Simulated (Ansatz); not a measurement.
A geometry of La2O3 away from equilibrium: step 6 of the relaxation of a generated cell, La2O3 built in the AFLOW prototype A2B3_tP10_127_g_ah (D5_a). Computed with r2SCAN (plane waves to 500 eV, PAW, scalar-relativistic; Ansatz, an electronic-structure program). Γ-centred k-mesh 4×4×7 on the run's cell (coarser than for final values), Fermi–Dirac smearing 0.05 eV. The plane waves were selected for a different cell earlier on the path.

```
CELL_PARAMETERS angstrom
      6.70601     0.00000     0.00000
      0.00000     6.70601     0.00000
      0.00000     0.00000     3.39608
ATOMIC_POSITIONS crystal
  O  0.00000 0.00000 0.00000
  O  0.50000 0.50000 0.00000
  O  0.13685 0.63685 0.50000
  O  0.63685 0.86315 0.50000
  O  0.36315 0.13685 0.50000
  O  0.86315 0.36315 0.50000
  La 0.31810 0.81810 0.00000
  La 0.81810 0.68190 0.00000
  La 0.18190 0.31810 0.00000
  La 0.68190 0.18190 0.00000
```

Task: Give the Cartesian forces on all atoms (eV/Å).

Result: 
| atom | Fx | Fy | Fz |
|---|---|---|---|
| O1 | 0.00 | 0.00 | 0.00 |
| O2 | 0.00 | 0.00 | 0.00 |
| O3 | 0.22 | 0.22 | 0.00 |
| O4 | 0.22 | -0.22 | 0.00 |
| O5 | -0.22 | 0.22 | 0.00 |
| O6 | -0.22 | -0.22 | 0.00 |
| La7 | 0.01 | 0.01 | 0.00 |
| La8 | 0.01 | -0.01 | 0.00 |
| La9 | -0.01 | 0.01 | 0.00 |
| La10 | -0.01 | -0.01 | 0.00 |

The path ends in P4/mbm (No. 127). No spin polarisation in the result.

The run could not lose the symmetry of its start, so the end can be a saddle point.

The end of the path is a generated cell of La2O3: the first start was made by placing the elements on the sites of a structure type, and the end was not matched to a known phase here, so it may be hypothetical. Known forms of La2O3 include space group No. 164.
